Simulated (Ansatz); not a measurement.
H: why energy differences converge before total energies

These are results of Ansatz 0.2.0, DFT PBEsol, scalar-relativistic, plane waves, PAW, not measurements.

```yaml
crystal:
  lattice:
    - [2.62348, -2.56690, 0.00000]
    - [2.62348, 2.56690, 0.00000]
    - [0.00000, 0.00000, 4.14182]
  atoms:
    - { symbol: H, position: [0.95330, 0.04670, 0.06851] }
    - { symbol: H, position: [0.45330, 0.54670, 0.43149] }
    - { symbol: H, position: [0.54670, 0.45330, 0.56851] }
    - { symbol: H, position: [0.04670, 0.95330, 0.93149] }
```

```
Γ-centred k-mesh : 6×6×6
occupation rule  : Gaussian smearing, 0.02 eV
spin treatment   : unpolarised
```

A second cell has all atoms moved and the lattice slightly strained:

```yaml
crystal:
  lattice:
    - [2.61060, -2.54900, 0.01710]
    - [2.56116, 2.49847, 0.02311]
    - [0.03175, 0.00485, 4.11224]
  atoms:
    - { symbol: H, position: [0.96700, 0.01327, 0.05644] }
    - { symbol: H, position: [0.45420, 0.57213, 0.40121] }
    - { symbol: H, position: [0.53697, 0.44315, 0.49260] }
    - { symbol: H, position: [0.07921, 0.93731, 0.91170] }
```

It ran on a 6×6×6 mesh. Both were run at several values of the cutoff; energies per atom at zero smearing, errors against the largest value (420 eV), which isn't proved converged itself.

```json
{"cutoff": "250 eV", "error, first cell (meV)": "54.12", "error, second cell (meV)": "54.64"}
{"cutoff": "300 eV", "error, first cell (meV)": "21.15", "error, second cell (meV)": "21.23"}
{"cutoff": "350 eV", "error, first cell (meV)": "6.97", "error, second cell (meV)": "6.94"}
```

Question: At the largest value the second cell lies 49.34 meV/atom above the first. What is the error of that difference at each value, and where does each quantity come within 1 meV/atom?

Answer: The error of the difference is the second cell's error less the first's:
```
cutoff difference (meV) its error (meV)
250 eV             49.86             0.52
300 eV             49.42             0.08
350 eV             49.32            -0.03
```

No value below the largest brings the first cell's total energy within 1 meV/atom, while the difference is there from 250 eV on. Most of the error cancels, by a factor of about 261 in the median. A missing short wave mostly misdescribes the region near each nucleus, which both cells share; what doesn't cancel comes largely from the change of volume and bonding.